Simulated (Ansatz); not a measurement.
KCd₄As₃:
```cif
data_As9Cd12K3
_chemical_formula_sum 'Cd12 As9 K3'
_space_group_name_H-M_alt 'R-3m :H'
_space_group_IT_number 166
_space_group_name_Hall '-R 3 2"'
_cell_length_a 4.49657
_cell_length_b 4.49657
_cell_length_c 36.21264
_cell_angle_alpha 90.000
_cell_angle_beta 90.000
_cell_angle_gamma 120.000
loop_
_atom_site_label
_atom_site_type_symbol
_atom_site_symmetry_multiplicity
_atom_site_Wyckoff_symbol
_atom_site_fract_x
_atom_site_fract_y
_atom_site_fract_z
_atom_site_occupancy
Cd1 Cd 6 c 0.00000 0.00000 0.08936 1
Cd2 Cd 6 c 0.00000 0.00000 0.30150 1
As1 As 6 c 0.00000 0.00000 0.22805 1
As2 As 3 a 0.00000 0.00000 0.00000 1
K1 K 3 b 0.00000 0.00000 0.50000 1
```
(The calculation used a cell of 8 atoms; values per cell refer to that cell.)

Relaxed with r²SCAN.

Q: Tabulate the valence density and the electron localisation function along the shortest Cd–Cd contact (3.33 Å), plane-wave PAW r²SCAN (Ansatz code).

A: 

| distance from Cd (Å) | density (e/Å³) | ELF |
|---|---|---|
| 0.33 | 16.67 | 0.74 |
| 0.50 | 9.34 | 0.59 |
| 0.67 | 4.13 | 0.47 |
| 0.83 | 1.51 | 0.35 |
| 1.00 | 0.57 | 0.23 |
| 1.17 | 0.27 | 0.15 |
| 1.33 | 0.16 | 0.14 |
| 1.50 | 0.12 | 0.16 |
| 1.66 | 0.12 | 0.17 |
| 1.83 | 0.13 | 0.17 |
| 2.00 | 0.17 | 0.16 |
| 2.16 | 0.28 | 0.16 |
| 2.33 | 0.57 | 0.23 |
| 2.50 | 1.51 | 0.35 |
| 2.66 | 4.12 | 0.47 |
| 2.83 | 9.34 | 0.59 |
| 3.00 | 16.68 | 0.74 |

The density is the valence pseudo-density with augmentation charge, so density and ELF within about 1 Å of a nucleus are not all-electron values.

The workflow started from an entry of the Crystallography Open Database (COD, 200 K). Whether it is the stable phase at ambient conditions was not checked. Symmetry was held in the r²SCAN relaxation; its stability against distortions is not shown here.

Potentials: the later of the program's two PAW sets.
